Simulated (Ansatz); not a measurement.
An Ansatz (a program for electronic structure) run. Input:

Ansatz 0.2 input:
```yaml
crystal:
  lattice:
    - [4.21112332, 0.0, 0.0]
    - [0.0, 4.21112332, 0.0]
    - [0.0, 0.0, 11.7933558958]
  atoms:
    - { symbol: Zn, position: [0.5, 0.0, 0.6016875776] }
    - { symbol: S, position: [0.5, 0.5, 0.5] }
    - { symbol: Zn, position: [0.0, 0.5, 0.3983124224] }
    - { symbol: Te, position: [0.0, 0.0, 0.2657459202] }
    - { symbol: Zn, position: [0.5, 0.0, 0.1332243945] }
    - { symbol: Te, position: [0.5, 0.5, 0.0] }
    - { symbol: Zn, position: [0.0, 0.5, 0.8667756055] }
    - { symbol: Te, position: [0.0, 0.0, 0.7342540798] }
kpoints:
  mp_grid: { grid: [4, 4, 2] }
hamiltonian:
  xc: hse06
  pseudopotentials: { azcp: { folder: ./paw }, kind: paw }
scf:
  n_extra_bands: 8
  occupations: { method: fixed }
output:
  eigenvalues: true
  eigenstates:
    e_range: [-9.0, 10.4]
    kpoints:
      - [0.0, 0.0, 0.0]  # VBM
      - [0.0, 0.0, 0.0]  # CBM
```

Output (shortened):

```
Pseudopotential: Zn, paw, valence charge 12
Pseudopotential: S, paw, valence charge 6
Pseudopotential: Te, paw, valence charge 16
Functional definition: HSE06
davidson cushion auto → on  (no smearing: the cushion is to keep the highest requested band from converging to the state above it …
Crystal: 8 atoms, lattice volume = 209.138 Å³
Basis set: ecut = 420 eV, 4011 PW (Γ)
Bands: 59, of which v1, the nominal top of the filled ones, is band 51 counted from 1 (50 counted from 0)
Symmetry: 8 space group operations
Space group: P-4m2 (ITA 115), of the structure as read, at distance tolerance 5.9e-5 Å
k-points: 12 of 32
SCF iter   1: F=—  HF=-35122.508975 eV  |F-HF|=—  |Δ(HF+E_count)|=         —  Δρ=3.29e-2  dr2=2.78e0  ethr=1.00e-1  ⟨swp⟩=8.0  Hψ=2277  notcnv=0
preconditioner: auto → none
SCF iter   2: F=—  HF=-35123.319424 eV  |F-HF|=—  |Δ(HF+E_count)|=   8.10e-1  Δρ=2.04e-2  dr2=6.03e0  ethr=2.72e-3  ⟨swp⟩=5.9  Hψ=2283  notcnv=0  defer=3
SCF iter   3: F=—  HF=-35122.410683 eV  |F-HF|=—  |Δ(HF+E_count)|=   9.09e-1  Δρ=9.69e-3  dr2=6.03e-1  ethr=2.72e-3  ⟨swp⟩=4.3  Hψ=1726  notcnv=0
iter 4 solved again at ethr=5.50e-5 eV; its pass at ethr=5.91e-4 eV (dr2=5.61e-2 eV) is discarded
SCF iter   4: F=—  HF=-35122.349237 eV  |F-HF|=—  |Δ(HF+E_count)|=   6.14e-2  Δρ=7.74e-3  dr2=6.17e-2  ethr=5.50e-5  ⟨swp⟩=3.8  Hψ=3423  notcnv=0
SCF iter   5: F=—  HF=-35122.336605 eV  |F-HF|=—  |Δ(HF+E_count)|=   1.26e-2  Δρ=1.22e-3  dr2=1.84e-3  ethr=5.50e-5  ⟨swp⟩=3.0  Hψ=1802  notcnv=0
SCF iter   6: F=—  HF=-35122.336839 eV  |F-HF|=—  |Δ(HF+E_count)|=   2.34e-4  Δρ=4.01e-4  dr2=2.06e-4  ethr=1.81e-6  ⟨swp⟩=4.4  Hψ=2328  notcnv=0
SCF iter   7: F=-35122.336866 eV  HF=-35122.336869 eV  |F-HF|=3.27e-6  |Δ(HF+E_count)|=   3.00e-5  Δρ=1.45e-4  dr2=2.73e-5  ethr=2.02e-7  ⟨swp⟩=3.9  Hψ=1898  notcnv=0
SCF 1 stopped early in 7 iterations: F = -35122.336866 eV  dr2 = 2.73e-5
Crystal: 8 atoms, lattice volume = 209.138 Å³
Exchange kernel: α = 0.2500, screened, ω = 0.2079 Å⁻¹, Wigner–Seitz truncation, v(0) = 1041.4453 eV·Å³, q-mesh 4×4×2, nearest image of the exchange supercell L …
Frozen-core exchange: fock
SCF iter   1: F=—  HF=-35136.863611 eV  |F-HF|=—  |Δ(HF+E_count)|=         —  Δρ=1.99e-2  dr2=4.16e-1  ethr=2.68e-7  ⟨swp⟩=9.5  Hψ=4862  notcnv=0
preconditioner: auto → none
SCF iter   2: F=—  HF=-35136.740820 eV  |F-HF|=—  |Δ(HF+E_count)|=   1.23e-1  Δρ=4.79e-3  dr2=3.34e-2  ethr=2.68e-7  ⟨swp⟩=6.2  Hψ=3752  notcnv=0
SCF iter   3: F=—  HF=-35136.786495 eV  |F-HF|=—  |Δ(HF+E_count)|=   4.57e-2  Δρ=4.20e-3  dr2=1.74e-2  ethr=2.68e-7  ⟨swp⟩=6.8  Hψ=3520  notcnv=0
SCF iter   4: F=—  HF=-35136.782482 eV  |F-HF|=—  |Δ(HF+E_count)|=   4.01e-3  Δρ=6.93e-4  dr2=6.89e-4  ethr=2.68e-7  ⟨swp⟩=5.0  Hψ=2699  notcnv=0
SCF iter   5: F=—  HF=-35136.783682 eV  |F-HF|=—  |Δ(HF+E_count)|=   1.20e-3  Δρ=3.12e-4  dr2=3.18e-4  ethr=2.68e-7  ⟨swp⟩=4.8  Hψ=2343  notcnv=0
SCF iter   6: F=-35136.783563 eV  HF=-35136.783607 eV  |F-HF|=4.44e-5  |Δ(HF+E_count)|=   7.50e-5  Δρ=1.65e-4  dr2=4.44e-5  ethr=2.68e-7  ⟨swp⟩=3.8  Hψ=2035  notcnv=0
SCF 2 stopped early in 6 iterations: F = -35136.783563 eV  dr2 = 4.44e-5
hybrid outer 1: dexx = +5.093e-2 eV, tail = 3.46e-4 eV
Crystal: 8 atoms, lattice volume = 209.138 Å³
Exchange kernel: α = 0.2500, screened, ω = 0.2079 Å⁻¹, Wigner–Seitz truncation, v(0) = 1041.4453 eV·Å³, q-mesh 4×4×2, nearest image of the exchange supercell L …
Frozen-core exchange: fock
SCF iter   1: F=—  HF=-35136.781185 eV  |F-HF|=—  |Δ(HF+E_count)|=         —  Δρ=1.27e-4  dr2=2.37e-5  ethr=1.69e-6  ⟨swp⟩=3.6  Hψ=1645  notcnv=0
preconditioner: auto → none
SCF iter   2: F=—  HF=-35136.781193 eV  |F-HF|=—  |Δ(HF+E_count)|=   7.94e-6  Δρ=4.87e-5  dr2=3.33e-6  ethr=1.90e-8  ⟨swp⟩=4.8  Hψ=2575  notcnv=0
SCF iter   3: F=—  HF=-35136.781198 eV  |F-HF|=—  |Δ(HF+E_count)|=   4.49e-6  Δρ=2.42e-5  dr2=1.16e-6  ethr=2.47e-9  ⟨swp⟩=4.8  Hψ=2285  notcnv=0  defer=1
SCF iter   4: F=—  HF=-35136.781197 eV  |F-HF|=—  |Δ(HF+E_count)|=   3.50e-7  Δρ=1.04e-5  dr2=1.77e-7  ethr=9.62e-10  ⟨swp⟩=3.0  Hψ=1765  notcnv=0
SCF iter   5: F=-35136.781197 eV  HF=-35136.781197 eV  |F-HF|=1.63e-8  |Δ(HF+E_count)|=   1.73e-8  Δρ=3.62e-6  dr2=5.00e-8  ethr=1.44e-10  ⟨swp⟩=3.6  Hψ=2043  notcnv=0
SCF 3 converged in 5 iterations: F = -35136.781197 eV  dr2 = 5.00e-8
hybrid outer 2: dexx = +6.861e-6 eV, tail = 2.66e-7 eV, Δε = 1.20e-2 eV (about 4.35e-4 eV left of the loop's levels)
NSCF: frozen V_eff on 2 k-points
hybrid SCF converged: 2 outer / 11 inner (+7 warm-up), last move |dexx| = 6.86e-6 eV, tail = 2.66e-7 eV
Stability not checked (fock_operator)
Free energy (F): -35136.781197 eV
Frozen-core exchange: fock
Harris-Foulkes:  -35136.781197 eV  (|F-HF|=1.63e-8)
Internal energy: -35136.781197 eV  (E = F + TS)
E sigma→0 (E₀):  -35136.781197 eV
Fermi energy:    6.362071 eV
--- Per-component energies (eV) ---
  E_band       = -1010.943527
  E_kinetic    = 1205.666432
  E_local      = -14094.876191  (includes V_loc(G=0)·N_el)
  E_nonlocal   = 3538.999359
  E_hartree    = 6040.281196
  E_xc         = -615.520516
  E_vxc        = -472.382380  (∫ρ·V_xc dr)
  E_exx        = -314.199958  (= α·E_x^exact, valence–valence)
  E_paw        = -22089.138506  (= ΣΔE_a)
  E_vpaw       = -2640.509562  (= ΣTr[D̂ρ^β])
  E_aug_tail   = -0.000700  (compensation charges beyond the density's cutoff)
  E_ewald      = -8809.919547
  E_core_change = 1.927233  (= ΣΔE_core)
  E_smearing   =  0.000000  (= −TS)
  E_closure    =  0.000000  (closes the sum)
  Σ components = -35136.781197   (vs F -35136.781197, Δ=0.00e0)
  [band-id]    e_kinetic+e_local+e_nonlocal+2·e_hartree+e_vxc+2·e_exx+e_vpaw+e_augmentation_tail = -1010.940566   (vs E_band -1010.943527, Δ=2.96e-3)
--- Band table (eV; the first three rows and the last of 12) ---
  k-point 0: bands = ["-32.0001", "-32.0001", "-31.9924", "-31.9882", "-31.9842", "-31.9842", "-31.9810", "-31.9810", "-31.9761", "-31.9761", "-31.9740", "-31.9674", "-31.9674", "-31.9533", "-31.9533", "-7.9340", "-6.2558", "-5.9026", "-5.3760", "-2.4133", …
  k-point 1: bands = ["-32.0001", "-32.0001", "-31.9924", "-31.9882", "-31.9843", "-31.9843", "-31.9810", "-31.9810", "-31.9761", "-31.9761", "-31.9740", "-31.9674", "-31.9674", "-31.9533", "-31.9533", "-7.9323", "-6.3124", "-5.7928", "-5.4300", "-2.4103", …
  k-point 2: bands = ["-32.0004", "-32.0001", "-31.9922", "-31.9873", "-31.9845", "-31.9843", "-31.9813", "-31.9811", "-31.9760", "-31.9756", "-31.9742", "-31.9667", "-31.9663", "-31.9534", "-31.9534", "-7.7856", "-5.9986", "-5.7086", "-5.3461", "-2.4011", …
  k-point 11: bands = ["-32.0008", "-32.0008", "-31.9913", "-31.9848", "-31.9848", "-31.9847", "-31.9816", "-31.9816", "-31.9752", "-31.9749", "-31.9744", "-31.9640", "-31.9640", "-31.9539", "-31.9539", "-7.4019", "-5.1395", "-5.1365", "-5.1238", "-2.3283", …
```

Cost: roughly 5 core-minutes on shared cores.

The points marked VBM and CBM come from a semilocal run.

The start of the workflow was typed in or built on a structure type; neither database checked (COD, Materials Project) lists it. Its standing as an ambient phase is unchecked. The r²SCAN relaxation kept the symmetry of its start; whether a distortion lowers the energy is not shown. Scalar-relativistic: spin–orbit coupling is off unless named, which matters more the heavier the elements.

Potentials: the earlier of the program's two PAW sets.

Ansatz is a plane-wave DFT program.
